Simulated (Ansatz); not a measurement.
HgSe (zinc blende)

```
CELL_PARAMETERS angstrom
      0.00000     3.12999     3.12999
      3.12999     0.00000     3.12999
      3.12999     3.12999     0.00000
ATOMIC_POSITIONS crystal
  Se 0.75000 0.75000 0.75000
  Hg 0.00000 0.00000 0.00000
```

The slice is a {110} plane (indices of the conventional cell) through the point (0.750, 0.750, 0.750) (fractional), spanned by u = [100] and v = [1 -1 -1] in vectors of this cell: u (4.43 Å) and v (6.26 Å, at 90° to u). It covers one period; positions are fractions (u, v).

Computed with PBE (plane waves to 420 eV, PAW, scalar-relativistic; Ansatz, a first-principles code). k mesh 13×13×13. Near the nuclei the fields are pseudised (PAW); where an atom keeps semicore shells as valence, they peak there. At this level the bands of HgSe touch or barely overlap. HgSe was relaxed with its symmetry unable to fall. Spin-orbit coupling is left out, though Hg is heavy. The relaxed volume of HgSe is well above the measured one; the method has no dispersion term.

Three fields on this plane, each scaled to ten steps between its own extremes (0 low, 9 high; the total valence density on a logarithmic scale, the potential cut 8 eV below its top; x marks points blanked near nuclei; v = 0 in the bottom row):

Map A
```
|xxxxx98777777789xxxx|
|xxxxx98899999889xxxx|
|xxxx9999xxxxx9999xxx|
|xxx9999xxxxxxx9999xx|
|998889xxxxxxxxx98889|
|777789xxxxxxxxx98777|
|666789xxxxxxxxx98766|
|555679xxxxxxxxx97655|
|445678xxxxxxxxx87654|
|3345689xxxxxxx986543|
|22345789xxxxx9875432|
|22234678899988764321|
|11234556777776554321|
|11223445566655443221|
|11122334455544332211|
|21122233344433322211|
|22222222333332222222|
|33332222222222222333|
|44433222221222223344|
|55444322111112234445|
|66654432110112344566|
|77766543211123456677|
|99887653221223567889|
|xxx987543222345789xx|
|xxxx9765433345679xxx|
|xxxxx87654445678xxxx|
|xxxxx97655555679xxxx|
|xxxxx98766666789xxxx|
```

Map B
```
|xxxxx04554445540xxxx|
|xxxxx23310001332xxxx|
|xxxx0210xxxxx0120xxx|
|xxx0210xxxxxxx0220xx|
|013430xxxxxxxxx03431|
|666640xxxxxxxxx04666|
|887640xxxxxxxxx04678|
|988740xxxxxxxxx04788|
|998751xxxxxxxxx15789|
|9988630xxxxxxx036889|
|99987520xxxxx0257899|
|99998753100013578999|
|99998876544456788999|
|99999988777778899999|
|99999999888889999999|
|99999999999999999999|
|99999999999999999999|
|99999999999999999999|
|99999999999999999999|
|99999999999999999999|
|88889999999999999888|
|66778999999999998776|
|01357899999999987531|
|xxx047899999998740xx|
|xxxx0578999998750xxx|
|xxxxx36899999863xxxx|
|xxxxx16788888761xxxx|
|xxxxx05777777750xxxx|
```

Map C
```
|xxxxx96322322369xxxx|
|xxxxx84233333348xxxx|
|xxxx9533xxxxx3359xxx|
|xxx9633xxxxxxx3369xx|
|999742xxxxxxxxx24799|
|876433xxxxxxxxx33467|
|543233xxxxxxxxx33234|
|222234xxxxxxxxx43222|
|011234xxxxxxxxx43211|
|0002344xxxxxxx443200|
|00012344xxxxx4432100|
|00001233333333321000|
|00001122333332211000|
|00000011122211100000|
|00000000111110000000|
|00000000000000000000|
|00000000000000000000|
|00000000000000000000|
|00000000000000000000|
|22110000000000000112|
|54432100000000012344|
|87764210000000124677|
|99987521000001257899|
|xxx987420000024789xx|
|xxxx9863100013689xxx|
|xxxxx97410001479xxxx|
|xxxxx97421112479xxxx|
|xxxxx97422222479xxxx|
```

**Question.** Assign the maps to these fields: electron localisation function (ELF); valence electron density; electrostatic potential energy of an electron, from the cell's mean.

**Answer.** A is the valence electron density; B is the electrostatic potential energy of an electron, from the cell's mean; C is the electron localisation function (ELF).
